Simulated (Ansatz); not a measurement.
BC3:
```
CELL_PARAMETERS angstrom
      2.57252    -4.45804     0.00000
      2.57252     4.45804     0.00000
      0.00000     0.00000     6.69565
ATOMIC_POSITIONS crystal
  B  0.92574 0.07426 0.75000
  C  0.75102 0.24898 0.75000
  B  0.74078 0.25922 0.25000
  C  0.09055 0.43382 0.25000
  C  0.43382 0.09055 0.75000
  C  0.27535 0.24906 0.75000
  C  0.24906 0.27535 0.25000
  C  0.56621 0.43379 0.25000
  C  0.43379 0.56621 0.75000
  B  0.25922 0.74078 0.75000
  C  0.24898 0.75102 0.25000
  C  0.56618 0.90945 0.25000
  C  0.90945 0.56618 0.75000
  C  0.75094 0.72465 0.75000
  C  0.72465 0.75094 0.25000
  B  0.07426 0.92574 0.25000
```

Relaxed with r²SCAN+D4. Special points in fractions of this cell's reciprocal vectors: Γ (0.000, 0.000, 0.000); Y (-0.500, 0.500, 0.000); C0 (-0.333, 0.667, 0.000); Σ0 (0.333, 0.333, 0.000); Z (0.000, 0.000, 0.500); A0 (0.333, 0.333, 0.500); E0 (-0.333, 0.667, 0.500); T (-0.500, 0.500, 0.500); S (0.000, 0.500, 0.000); R (0.000, 0.500, 0.500).

**Question.** List the band energies nearest the Fermi level at these points for plane-wave PAW r²SCAN+D4 (Ansatz code).

**Answer.** In eV from the Fermi level; about four levels below and three above (degenerate sets whole), none deeper than 8.9 eV; points with the same levels are listed once.

```json
[
 {"k": "Γ", "below": "-0.07 -0.04 -0.04 -0.02", "above": "1.82 1.84 3.80"},
 {"k": "Y", "below": "-1.35 -1.34 -0.18 -0.12", "above": "1.98 4.38 5.42"},
 {"k": "C0", "below": "-2.61 -2.20 -1.52 -1.27", "above": "1.98 2.44 2.85"},
 {"k": "Z", "below": "-0.06 -0.06 -0.01 -0.01", "above": "2.09 2.09 3.80 3.80"},
 {"k": "A0", "below": "-2.47 -2.47 -2.46 -2.46", "above": "2.66 2.66 2.67 2.67"},
 {"k": "T", "below": "-1.35 -1.35 -1.01 -1.01", "above": "0.77 0.77 4.88 4.88"},
 {"k": "S", "below": "-1.45 -1.39 -1.33 -1.16", "above": "1.19 1.34 4.71"},
 {"k": "R", "below": "-1.36 -1.36 -1.01 -1.01", "above": "0.77 0.77 4.87 4.87"}
]
```

Space group Cmcm. The start of the workflow was typed in or built on a structure type; neither database checked (COD, Materials Project) lists it. Whether it is the stable phase at ambient conditions was not checked. Symmetry was held in the r²SCAN+D4 relaxation; its stability against distortions is not shown here. Its formation energy is positive at this level, so the cell may be metastable or incomplete. The Fermi level of a semimetal is unsure by some 0.05 eV on such meshes.

Potentials: the earlier of the program's two PAW sets. The files were generated under PBE; for other functionals the program regenerates the frozen cores, and for LDA and PBEsol the local potential too.
